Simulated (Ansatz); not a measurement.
Consider the following.

Relaxed Bi$_{2}$Se$_{3}$ (Bi2Te3 type, space group R-3m):

```xyz
5
Lattice="2.0722 1.1964 9.4827 -2.0722 1.1964 9.4827 0.0000 -2.3927 9.4827" Properties=species:S:1:pos:R:3 pbc="T T T"
Bi     0.0000     0.0000    11.4041
Bi     0.0000     0.0000    17.0439
Se     0.0000     0.0000     0.0000
Se     0.0000     0.0000     5.9889
Se     0.0000     0.0000    22.4591
```

In this cell atom 4 (Se, nearest neighbour Bi at 2.863 Å; its periodic images, 4.1 Å or more away, move with it) is moved by s towards the nearest neighbour, unit vector (0.724, -0.418, 0.549); all other atoms and the cell stay fixed.

Method: PBE-D3(BJ) (plane waves to 420 eV, PAW, scalar-relativistic; Ansatz, a quantum-chemistry and plane-wave program). k mesh 8×8×8 (Γ-centred), Fermi-Dirac smearing 0.05 eV. The energy includes the smearing's −TS. Bi2Se3 was relaxed with its symmetry unable to fall. Spin-orbit coupling is left out, though Bi is heavy. The zero of ΔE is the undisplaced structure.

The scan covers s from -0.570 to 0.570 Å in 11 points.

Problem. Is this a single well or a double well?

Solution. A single well with its minimum at or next to zero displacement.

Problem. Is the energy the same for displacements of ±0.570 Å, and if not, which side lies higher?

Solution. Not even: the positive side lies higher at ±0.570 Å. With its periodic images moving along, the atom's site symmetry in this cell is 3m.

Problem. What force acts on the atom along the line at s = -0.570 Å?

Solution. 1.39 eV/Å.

Problem. What is the energy change at s = 0.570 Å?

Solution. 1381 meV/cell.

Problem. What is the force constant k = d²E/ds² of this move at s = 0?

Solution. 4.74 eV/Å².

(For displaced atoms, the force is minus the slope of the energy, and its curvature is a force constant, which sets phonon frequencies.)
